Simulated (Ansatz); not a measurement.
## PbO2: do energies and stresses tell the same story?

Level of theory: Ansatz 0.2.0, DFT PBEsol, scalar-relativistic, plane waves, PAW.

Cutoff 420 eV; k points 14×14×14 on the computed 3-atom cell (Γ-centred); Gaussian smearing, width 0.10 eV; no spin polarisation.

Relaxed cell: Fm-3m, a = 5.328 Å, b = 5.328 Å, c = 5.328 Å, α = 90.00°, β = 90.00°, γ = 90.00°, 3 atoms in the primitive cell. Whether it is the stable form of this composition wasn't checked.

Energies at zero smearing and pressures from the stress tensor, at volumes with shape and atoms relaxed:
| V (Å³/atom) | E − E(first) (meV/atom) | P (GPa) |
| --- | --- | --- |
| 11.095 | 0.00 | 26.97 |
| 11.473 | -53.04 | 18.26 |
| 11.851 | -87.30 | 11.04 |
| 12.229 | -105.99 | 5.03 |
| 12.607 | -111.69 | 0.01 |
| 12.986 | -106.51 | -4.16 |
| 13.364 | -92.39 | -7.65 |
| 13.868 | -62.09 | -11.44 |

Q: Check P = −dE/dV between neighbouring volumes, and get the bulk modulus from the pressures alone.

A: With 1 eV/Å³ = 160.2 GPa:
```json
{"middle V (Å³/atom)": "11.284", "−ΔE/ΔV (GPa)": "22.467", "mean P (GPa)": "22.616"}
{"middle V (Å³/atom)": "11.662", "−ΔE/ΔV (GPa)": "14.512", "mean P (GPa)": "14.651"}
{"middle V (Å³/atom)": "12.040", "−ΔE/ΔV (GPa)": "7.921", "mean P (GPa)": "8.035"}
{"middle V (Å³/atom)": "12.418", "−ΔE/ΔV (GPa)": "2.413", "mean P (GPa)": "2.522"}
{"middle V (Å³/atom)": "12.797", "−ΔE/ΔV (GPa)": "-2.196", "mean P (GPa)": "-2.072"}
{"middle V (Å³/atom)": "13.175", "−ΔE/ΔV (GPa)": "-5.978", "mean P (GPa)": "-5.902"}
{"middle V (Å³/atom)": "13.616", "−ΔE/ΔV (GPa)": "-9.628", "mean P (GPa)": "-9.545"}
```

The two differ by 0.15 GPa at most. The mean of two end pressures misses the average over a step by about ΔV² P″/12, up to 0.13 GPa here; with that taken off 0.07 GPa remains. The stress is the derivative of the free energy, not of the energy at zero smearing, and with free energies 0.02 GPa remains. Around V = 12.607 Å³/atom, the two neighbours give B = −V ΔP/ΔV = 12.607 × 9.19 / 0.756 = 153.1 GPa, against B0 = 152.5 GPa from the Birch–Murnaghan fit of the energies.

Spin–orbit coupling is left out, which can shift energies with elements as heavy as these.

Cost: 9 runs of about 1.3 core-minutes in all, on Arm Neoverse V1 (shared hosts).